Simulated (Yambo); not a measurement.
Yambo run on GeO$_{2}$ (rutile, space group P4_2/mnm, No. 136). The wavefunctions are PBE (stringent potentials; pw.x of Quantum ESPRESSO, ONCV potentials, scalar-relativistic) ones on a 4×4×4 mesh (34 occupied bands); a = 4.4230 Å, b = 4.4230 Å, c = 2.8835 Å, α = 90.00°, β = 90.00°, γ = 90.00°.

Yambo input:

```
rim_cut
HF_and_locXC
RandQpts= 1000000
RandGvec= 1 Ry
EXXRLvcs= 124 Ry
VXCRLvcs= 496 Ry
% QPkrange
 1 | 1 | 34 | 35 |
 9 | 9 | 34 | 35 |
 16 | 16 | 34 | 35 |
 18 | 18 | 34 | 35 |
%
```

k points by index: 1 = Γ, 9 = R, 16 = M, 18 = A.

Table of the .hf output:

```
#    K-point    Band    Eo [eV]    Ehf [eV]    Vxc [eV]    Vnlxc [eV]
#
    1    34    0.000000    -5.938273    -20.96902    -26.90729
    1    35    1.676628    5.975702    -18.33733    -14.03826
    9    34    -1.375338    -6.585289    -20.95130    -26.16125
    9    35    6.256189    12.34179    -19.64788    -13.56228
    16    34    -1.470882    -7.837970    -19.71389    -26.08098
    16    35    4.814569    10.35315    -18.76931    -13.23073
    18    34    -1.146081    -7.456316    -20.04754    -26.35778
    18    35    4.563936    9.900402    -17.99756    -12.66109
```
Exchange alone, without screening.

Spin-orbit coupling is not included.

Geometry relaxed with PBEsol.
